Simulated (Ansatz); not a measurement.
Frozen normal mode in Cs2RbInF6

The calculation used DFT PBEsol, scalar-relativistic, plane waves, PAW (Ansatz). The runs took a 420 eV cutoff, a Γ-centred 4×4×4 mesh and Gaussian smearing (0.05 eV). No spin polarisation. Energies are free energies at this smearing, counted from the undisturbed cell; pressure is positive in compression.

Zero of the scan (relaxed at this level; it needn't be the usual structure):

```
CELL_PARAMETERS angstrom
0.00000 4.71771 4.71771
4.71771 0.00000 4.71771
4.71771 4.71771 0.00000
ATOMIC_POSITIONS crystal
Cs 0.75000 0.75000 0.75000
Cs 0.25000 0.25000 0.25000
Rb 0.50000 0.50000 0.50000
In 0.00000 0.00000 0.00000
F 0.77925 0.22075 0.22075
F 0.22075 0.22075 0.77925
F 0.22075 0.77925 0.77925
F 0.22075 0.77925 0.22075
F 0.77925 0.22075 0.77925
F 0.77925 0.77925 0.22075
```

A zone-centre mode of this cell is frozen in: each atom moves by x times its row below, so x is the largest displacement.
```
atom ux uy uz
 Cs1  0.000  0.000   0.000
 Cs2  0.000  0.000   0.000
 Rb3  0.000  0.000   0.000
 In4  0.000  0.000   0.000
  F5  0.000  0.000  -1.000
  F6  0.000  0.000   0.000
  F7  0.000  0.000  -1.000
  F8  0.000  0.000   1.000
  F9  0.000  0.000   1.000
 F10  0.000  0.000   0.000
```

```csv
x (Å),ΔE (meV/cell),force along the mode (eV/Å)
-0.3000,127.5,0.99
-0.1500,27.6,0.39
0.0000,0.0,0.00
0.0375,1.6,-0.09
0.0750,6.6,-0.18
0.1125,15.2,-0.28
0.1875,44.5,-0.51
0.2250,66.3,-0.65
0.2625,93.7,-0.81
```

By symmetry 0.3000 repeats -0.3000, -0.2250 repeats 0.2250, 0.1500 repeats -0.1500, -0.0750 repeats 0.0750 in energy, with the opposite slope along the path.

Cost: 9 runs of about 2.1 core-minutes in all, on Arm Neoverse V1 (shared hosts).